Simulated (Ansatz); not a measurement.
Sheets of one type (M2XT2 MXene (fcc sites)-type), r²SCAN+D4 in the plane-wave PAW code Ansatz; HSE06 gaps on those cells.

```json
[
 {"layer": "W2H2NO2", "a (Å)": "2.782", "thickness (Å)": "7.86"},
 {"layer": "Ta2H2NO2", "a (Å)": "2.895", "thickness (Å)": "7.71"},
 {"layer": "Zr2H2NO2", "a (Å)": "?", "thickness (Å)": "?"},
 {"layer": "Mo2H2NO2", "a (Å)": "2.799", "thickness (Å)": "7.71"},
 {"layer": "Nb2H2NO2", "a (Å)": "2.931", "thickness (Å)": "7.60"}
]
```

### Question
Complete the blanks.

### Answer

- Zr2H2NO2, a (Å): 3.280
- Zr2H2NO2, thickness (Å): 6.95

Began spin-polarised and lost the moments: W2H2NO2, M2XT2 MXene (fcc sites)-type layer; Ta2H2NO2, M2XT2 MXene (fcc sites)-type layer; Zr2H2NO2, M2XT2 MXene (fcc sites)-type layer; Mo2H2NO2, M2XT2 MXene (fcc sites)-type layer; Nb2H2NO2, M2XT2 MXene (fcc sites)-type layer. All cells were relaxed under the symmetry of their starts (and spin orders); stability against distortions was not tested throughout. No Hubbard U is applied. Spin–orbit coupling is left out wherever it is not named. Constructed layers (a layer type filled with these elements): W2H2NO2, M2XT2 MXene (fcc sites)-type layer; Ta2H2NO2, M2XT2 MXene (fcc sites)-type layer; Zr2H2NO2, M2XT2 MXene (fcc sites)-type layer; Mo2H2NO2, M2XT2 MXene (fcc sites)-type layer; Nb2H2NO2, M2XT2 MXene (fcc sites)-type layer.

Potentials: the later of the program's two PAW sets.
